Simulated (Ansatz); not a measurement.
Computed with DFT PBE, scalar-relativistic, plane waves, PAW in Ansatz 0.2.0. Settings: cutoff 420 eV, Γ-centred meshes spaced at most about 0.3 Å⁻¹, and about 0.25 Å⁻¹ or finer for metals (2π included), Gaussian smearing. No spin polarisation in the final relaxations.

These are static total energies at zero pressure. All come from trial cells, and lower structures may exist.

Task: Order these relaxed structures of ScTa2 by energy, lowest first, with the energy over the lowest of them.
A.

```cif
data_structure
_symmetry_space_group_name_H-M 'P6_3/mmc'
_symmetry_Int_Tables_number 194
_cell_length_a 4.8384
_cell_length_b 4.8384
_cell_length_c 5.7371
_cell_angle_alpha 90.000
_cell_angle_beta 90.000
_cell_angle_gamma 120.000
_cell_volume 116.31
loop_
_atom_site_label
_atom_site_type_symbol
_atom_site_symmetry_multiplicity
_atom_site_Wyckoff_symbol
_atom_site_fract_x
_atom_site_fract_y
_atom_site_fract_z
_atom_site_occupancy
Sc1 Sc 2 c 0.33333 0.66667 0.25000 1
Ta1 Ta 2 a 0.00000 0.00000 0.00000 1
Ta2 Ta 2 d 0.66667 0.33333 0.25000 1
```

B.

```cif
data_structure
_symmetry_space_group_name_H-M 'P6/mmm'
_symmetry_Int_Tables_number 191
_cell_length_a 4.8553
_cell_length_b 4.8553
_cell_length_c 2.9259
_cell_angle_alpha 90.000
_cell_angle_beta 90.000
_cell_angle_gamma 120.000
_cell_volume 59.73
loop_
_atom_site_label
_atom_site_type_symbol
_atom_site_symmetry_multiplicity
_atom_site_Wyckoff_symbol
_atom_site_fract_x
_atom_site_fract_y
_atom_site_fract_z
_atom_site_occupancy
Sc1 Sc 1 a 0.00000 0.00000 0.00000 1
Ta1 Ta 2 d 0.66667 0.33333 0.50000 1
```

Result: B (0 meV/atom), A (146 meV/atom). Forms: B P6/mmm; A Ni2In type, P6_3/mmc. Counting all near atoms (those within 1.25 times the shortest distance at each site; a slash parts the counts of unlike sites): B has Sc 14, Ta 11; A has Sc 11, Ta 11/14. Even the lowest lies +0.17 eV/atom against the elements.

Spin–orbit coupling, which can matter for Ta, is left out. With atoms moved at random, P6/mmm came back. Other cells relaxed within their symmetry can be saddle points. Some structure types and database cells were kept out of the candidates from the start, so a known form may be missing.
